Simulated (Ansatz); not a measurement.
**Computed energy over volume and axial ratio: Hf (hcp, Mg type)**

Hf (hcp, Mg type), conventional cell a = b = 3.204 Å, c = 5.069 Å, α = β = 90.00°, γ = 120.00°. The calculation uses the primitive cell of 2 atoms, to which meshes and values per cell refer.

Grid over V/V₀ and (c/a)/(c/a)₀, subscript 0 meaning the relaxed cell; the conventional c axis lies along z; no internal relaxation.

These are PBE (plane waves to 420 eV, PAW, scalar-relativistic; Ansatz, a first-principles code) values and carry that method's errors. k mesh 17×17×9 (Γ-centred), Fermi-Dirac smearing 0.05 eV. E stands for the smeared free energy. Compression counts positive. With partly filled bands, the response to shear is sensitive to the k mesh, so small differences along c/a are uncertain. Hf is run without spin polarisation. Hf was relaxed with its symmetry unable to fall. Spin-orbit coupling is left out, though Hf is heavy. The PAW data are Ansatz's earlier set. The zero of ΔE is the relaxed starting cell.

ΔE (kJ/mol of atoms), with V/V₀ across and (c/a)/(c/a)₀ down:

```csv
(c/a)/(c/a)₀ \ V/V₀,0.960,0.973,0.987,1.000,1.013,1.027,1.040
0.880,10.7,9.8,9.2,8.9,8.8,9.0,9.4
0.920,5.4,4.6,4.1,3.9,3.9,4.2,4.7
0.960,2.3,1.5,1.1,0.9,1.0,1.4,1.9
1.000,1.2,0.5,0.1,0.0,0.1,0.5,1.1
1.040,2.1,1.4,1.0,0.9,1.0,1.4,2.0
1.080,4.5,3.8,3.4,3.2,3.4,3.7,4.3
1.120,8.2,7.5,7.1,6.9,7.0,7.4,7.9
```

σzz − σxx (GPa), with V/V₀ across and (c/a)/(c/a)₀ down:

```csv
(c/a)/(c/a)₀ \ V/V₀,0.960,0.973,0.987,1.000,1.013,1.027,1.040
0.880,15.9,15.4,15.0,14.5,14.1,13.7,13.3
0.920,11.2,10.8,10.4,10.1,9.7,9.4,9.1
0.960,5.7,5.4,5.2,5.0,4.8,4.7,4.5
1.000,0.2,0.1,0.0,0.0,0.0,-0.1,-0.1
1.040,-5.0,-5.0,-4.9,-4.8,-4.7,-4.7,-4.6
1.080,-9.7,-9.5,-9.3,-9.1,-9.0,-8.8,-8.7
1.120,-13.4,-13.2,-13.0,-12.8,-12.6,-12.4,-12.2
```

Summary:

| Item | Result |
|---|---|
| Modulus against c/a change at fixed volume, (3/4V)·∂²E/∂(ln c/a)² (fit, atoms clamped) | 62 GPa |
| Lowest place on the grid | V/V₀ = 1.000, (c/a)/(c/a)₀ = 1.000 (0 meV/atom) |
| Highest place on the grid | V/V₀ = 0.960, (c/a)/(c/a)₀ = 0.880 (111 meV/atom) |

(A scan under strain: stresses follow from slopes of the energy per volume, elastic moduli from its curvatures.)
